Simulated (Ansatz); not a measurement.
## Relaxing a structure of TaN

The start is a generated cell, TaN placed in the AFLOW prototype AB_oC8_65_j_g (as in VIr). Cell shape, volume and atoms are optimised at zero target pressure with r2SCAN (plane waves to 500 eV, PAW, scalar-relativistic; Ansatz, a program for electronic structure). The first steps use a coarse 6×6×9 k-mesh.

Input geometry:
```
TaN
1.0
    2.84338    -3.21719     0.00000
    2.84338     3.21719     0.00000
    0.00000     0.00000     2.66290
N Ta
2 2
Cartesian
  2.84338  -1.80163   1.33145
  2.84338   1.80163   1.33145
  1.59229   0.00000   0.00000
  4.09446   0.00000   0.00000
```

Problem. Does the structure survive the relaxation? Give the final space group.

Solution. The space group goes from Cmmm (No. 65) to Pm-3m (No. 221); the end is CsCl type, with 2 atoms in the primitive cell.

Problem. How much energy is released per atom?

Solution. 0.91 eV/atom.

Problem. How does the volume per atom move from start to end?

Solution. -16.0 %, from 12.18 to 10.23 Å³/atom.

Problem. How do the shortest distances between atoms change?

Solution. The closest pairs of elements (up to four, under 3.6 Å), start → end: N–Ta 2.51 → 2.37 Å; Ta–Ta 2.50 → 2.73 Å; N–N 2.66 → 2.73 Å.

Problem. Write out the relaxed structure.

Solution. 
```cif
data_NTa
_chemical_formula_sum 'N1 Ta1'
_space_group_name_H-M_alt 'Pm-3m'
_space_group_IT_number 221
_space_group_name_Hall '-P 4 2 3'
_cell_length_a 2.73487
_cell_length_b 2.73487
_cell_length_c 2.73487
_cell_angle_alpha 90.000
_cell_angle_beta 90.000
_cell_angle_gamma 90.000
loop_
_atom_site_label
_atom_site_type_symbol
_atom_site_symmetry_multiplicity
_atom_site_Wyckoff_symbol
_atom_site_fract_x
_atom_site_fract_y
_atom_site_fract_z
_atom_site_occupancy
N1 N 1 a 0.00000 0.00000 0.00000 1
Ta1 Ta 1 b 0.50000 0.50000 0.50000 1
```

Final values are on a 17×17×17 k-mesh of the relaxed cell. The start holds a very short contact (Ta–Ta 2.50 Å). No spin polarisation in the result.

The run could not lose the symmetry of its start; a randomly shaken copy of 4 atoms returns to this structure.

The relaxed structure here is a generated cell of TaN: the first start was made by placing the elements on the sites of a structure type, and the end was not matched to a known phase here, so it may be hypothetical. Known forms of TaN include space group No. 225.
